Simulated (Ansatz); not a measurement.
## ZrS$_{2}$: from a starting cell to a relaxed one

The start is a relaxed ZrS2 cell displaced along its unstable phonon at q = (0, 0, ½) of its primitive reciprocal cell (53i cm⁻¹), largest move 0.15 Å. Cell shape, volume and atoms are optimised at zero target pressure with PBEsol (plane waves to 420 eV, PAW, scalar-relativistic; Ansatz, an electronic-structure program). The first steps use a coarse 8×8×3 k-mesh.

Input geometry:
```yaml
crystal:
  lattice:
    - [4.36758, 0.00000, 0.00000]
    - [0.00000, 4.36758, 0.00000]
    - [0.00000, 0.00000, 12.59020]
  atoms:
    - { symbol: Zr, position: [0.00000, 0.03434, 0.00000] }
    - { symbol: Zr, position: [0.00000, 0.96566, 0.50000] }
    - { symbol: Zr, position: [0.50000, 0.53434, 0.25000] }
    - { symbol: Zr, position: [0.50000, 0.46566, 0.75000] }
    - { symbol: S, position: [0.00000, 0.52673, 0.10260] }
    - { symbol: S, position: [0.00000, 0.47327, 0.60260] }
    - { symbol: S, position: [0.50000, 0.99767, 0.39740] }
    - { symbol: S, position: [0.50000, 0.00233, 0.89740] }
    - { symbol: S, position: [0.00000, 0.50233, 0.35260] }
    - { symbol: S, position: [0.00000, 0.49767, 0.85260] }
    - { symbol: S, position: [0.50000, 0.02673, 0.14740] }
    - { symbol: S, position: [0.50000, 0.97327, 0.64740] }
```

### Question
What is the largest force in the starting geometry, and on which atom (counted from 1)?

### Answer
0.11 eV/Å, on Zr1, Zr2, Zr3, Zr4 (atoms numbered as listed).

### Question
How much energy is released per atom?

### Answer
0.19 eV/atom.

### Question
Is the parent structure recovered?

### Answer
It does not go back: it reaches Pnma (No. 62), 194 meV/atom below the parent.

### Question
What band gap does the relaxed structure have at this level?

### Answer
1.02 eV, indirect (valence top at Γ, conduction bottom at k = (0, 0, 0.3333)) (no spin-orbit coupling).

### Question
Give the final cell and atomic positions.

### Answer

```cif
data_S8Zr4
_chemical_formula_sum 'Zr4 S8'
_space_group_name_H-M_alt 'Pnma'
_space_group_IT_number 62
_space_group_name_Hall '-P 2ac 2n'
_cell_length_a 12.38268
_cell_length_b 3.77185
_cell_length_c 5.02889
_cell_angle_alpha 90.000
_cell_angle_beta 90.000
_cell_angle_gamma 90.000
loop_
_atom_site_label
_atom_site_type_symbol
_atom_site_symmetry_multiplicity
_atom_site_Wyckoff_symbol
_atom_site_fract_x
_atom_site_fract_y
_atom_site_fract_z
_atom_site_occupancy
Zr1 Zr 4 c 0.36328 0.25000 0.03088 1
S1 S 4 c 0.21467 0.75000 0.03998 1
S2 S 4 c 0.03189 0.25000 0.74983 1
```

Final values are on a 4×12×9 k-mesh of the relaxed cell. No spin polarisation in the result.

The run could not lose the symmetry of its start: the end is stationary, and may be a saddle point rather than a minimum.

The relaxed structure here is a generated cell of ZrS2: the first start was made by placing the elements on the sites of a structure type, and the end was not matched to a known phase here, so it may be hypothetical. Known forms of ZrS2 include space group No. 164.
